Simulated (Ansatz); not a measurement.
## Structures of RbTl2: which is lowest?

Plane-wave DFT in Ansatz with scalar-relativistic PAW potentials, cutoff 420 eV, Γ-centred meshes chosen by cell and gap, Gaussian smearing with energies taken to zero width. Every cell was relaxed (cell and atoms) in a run of its own, within the symmetry of its start. Functional: PBE.

Relaxed structures (starts from databases or built by putting these elements on another compound's sites):
A. I4/mmm, 3 atoms in the computed cell, a = 7.175 Å, c = 6.105 Å; sites (symmetry × multiplicity) Rb 4/mmm × 2, Tl -4m2 × 4; start: built
B. P6/mmm, 3 atoms in the computed cell, a = 5.503 Å, c = 4.630 Å; sites (symmetry × multiplicity) Rb 6/mmm × 1, Tl -6m2 × 2; start: built

Problem. Rank them by energy. Could pressure change the order?

Solution.
| structure | group | E − E(lowest) (meV/atom) | V (Å³/atom) | gap on mesh (eV) |
| --- | --- | --- | --- | --- |
| B | P6/mmm | 0.0 | 40.48 | 0.00 |
| A | I4/mmm | 211 | 52.38 | 0.00 |

B is lowest, 211 meV/atom under A. The lowest is also the densest of these, so pressure wouldn't bring one of the others in at first order. Other structures may lie lower than all of these, and vibrations aren't counted.

Spin-orbit coupling is left out, which matters for the bands of heavy elements. For Tl, Pb and Bi spin-orbit coupling shifts energies too.